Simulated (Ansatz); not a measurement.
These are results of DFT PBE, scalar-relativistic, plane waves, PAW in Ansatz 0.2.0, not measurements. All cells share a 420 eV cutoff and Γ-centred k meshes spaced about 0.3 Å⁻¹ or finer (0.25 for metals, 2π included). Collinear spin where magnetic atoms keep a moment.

These are static total energies at zero pressure.

Two relaxed structures of Na₄TiO₃:

A. (ferromagnetic moments up to 1.1 μB)

```cif
data_structure
_symmetry_space_group_name_H-M 'I4/mcm'
_symmetry_Int_Tables_number 140
_cell_length_a 7.0936
_cell_length_b 7.0936
_cell_length_c 8.0529
_cell_angle_alpha 90.000
_cell_angle_beta 90.000
_cell_angle_gamma 90.000
_cell_volume 405.22
loop_
_atom_site_label
_atom_site_type_symbol
_atom_site_symmetry_multiplicity
_atom_site_Wyckoff_symbol
_atom_site_fract_x
_atom_site_fract_y
_atom_site_fract_z
_atom_site_occupancy
Na1 Na 16 l 0.35029 0.14971 0.15243 1
Ti1 Ti 4 c 0.00000 0.00000 0.50000 1
O1 O 8 h 0.15942 0.34058 0.00000 1
O2 O 4 a 0.00000 0.00000 0.25000 1
```

B. (no moments)

```cif
data_structure
_symmetry_space_group_name_H-M 'P4/mmm'
_symmetry_Int_Tables_number 123
_cell_length_a 4.1202
_cell_length_b 4.1202
_cell_length_c 7.5269
_cell_angle_alpha 90.000
_cell_angle_beta 90.000
_cell_angle_gamma 90.000
_cell_volume 127.78
loop_
_atom_site_label
_atom_site_type_symbol
_atom_site_symmetry_multiplicity
_atom_site_Wyckoff_symbol
_atom_site_fract_x
_atom_site_fract_y
_atom_site_fract_z
_atom_site_occupancy
Na1 Na 2 e 0.00000 0.50000 0.50000 1
Na2 Na 2 h 0.50000 0.50000 0.18550 1
Ti1 Ti 1 a 0.00000 0.00000 0.00000 1
O1 O 2 f 0.00000 0.50000 0.00000 1
O2 O 1 d 0.50000 0.50000 0.50000 1
```

Question: Which would you expect to be lower, and how large is the difference?

Answer: B is lower, by 0.34 eV/atom. A has space group I4/mcm (No. 140), 12.7 Å³/atom and no gap on its mesh; B has space group P4/mmm (No. 123), 16.0 Å³/atom and no gap. Counting O atoms around Na and Ti (those within 1.25 times the shortest such distance or 1.15 times the sum of covalent radii; a plus sign parts nearer from farther groups; a slash parts the counts of unlike sites), A has Na 1+2+3, Ti 2 and B has Na 2/5, Ti 4. Their magnetic states differ too. The lower one is the more open, so pressure narrows the difference. Both come from trial cells of a structure search, whose lowest cell (C2, 15.7 Å³/atom) lies 38 meV/atom below the lower of the two.

The zero gap of P4/mmm may come from the functional, which often closes small gaps, or the cell may be a true semimetal. Another magnetic order may lie lower. Trial moments fell under 0.15 μB along the way in P4/mmm; another start might hold them. With atoms moved at random, B (by 38 meV/atom) fell into a lower structure. A had no clear such test and can be a saddle point. Some types were kept out of the candidates beforehand, so the set may lack a known form.
